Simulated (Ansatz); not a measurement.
MnO2:
```yaml
crystal:
  lattice:
    - [3.09944, -3.09944, 0.00000]
    - [3.09944, 3.09944, 0.00000]
    - [0.00000, 0.00000, 2.86105]
  atoms:
    - { symbol: Mn, position: [0.00000, 0.00000, 0.00000], spin: 2.7 }
    - { symbol: Mn, position: [0.50000, 0.50000, 0.50000], spin: -2.7 }
    - { symbol: O, position: [0.69524, 0.69524, 0.00000], spin: -0.1 }
    - { symbol: O, position: [0.80476, 0.19524, 0.50000], spin: 0.1 }
    - { symbol: O, position: [0.30476, 0.30476, 0.00000], spin: -0.1 }
    - { symbol: O, position: [0.19524, 0.80476, 0.50000], spin: 0.1 }
```

Relaxed with r²SCAN. Special points in fractions of this cell's reciprocal vectors: Γ (0.000, 0.000, 0.000); Y (-0.500, 0.500, 0.000); C0 (-0.500, 0.500, 0.000); Σ0 (0.500, 0.500, 0.000); Z (0.000, 0.000, 0.500); A0 (0.500, 0.500, 0.500); E0 (-0.500, 0.500, 0.500); T (-0.500, 0.500, 0.500); S (0.000, 0.500, 0.000); R (0.000, 0.500, 0.500).

Task: List the band energies nearest the valence-band maximum at these points for plane-wave PAW r²SCAN (Ansatz code).

Result: In eV from the valence-band maximum; about four levels below and three above (degenerate sets whole), none deeper than 8.9 eV; points with the same levels are listed once.

```csv
k,below,above
Γ ↑,-1.48 -0.95 -0.87 -0.29,0.40 1.14 1.84
Y ↑,-2.37 -1.90 -1.86 0.00,0.38 1.13 2.84
Z ↑,-2.65 -2.33 -1.06 -0.26,1.96 2.07 2.16
A0 ↑,-2.03 -1.31 -0.76 -0.75,1.83 2.15 2.36
S ↑,-1.51 -1.38 -1.29 -0.81,1.70 2.05 2.67
R ↑,-1.88 -1.77 -1.52 -1.25,1.26 1.65 2.11
```

Space group P4_2/mnm (rutile). The r²SCAN relaxation kept the symmetry of its start, as lowered by the spin order. Magnetic state: antiferromagnetic, chosen from 5 collinear starts compared on coarse meshes (ties went to the first, and starts can fall back to one state), not a proven ground state. Textbook magnetic order: helical. Other orbital occupations within this spin state were not tried. No Hubbard U is applied. Point labels and valley counts follow the cell and symmetry of the run, lower than the named group.

Potentials: the later of the program's two PAW sets.
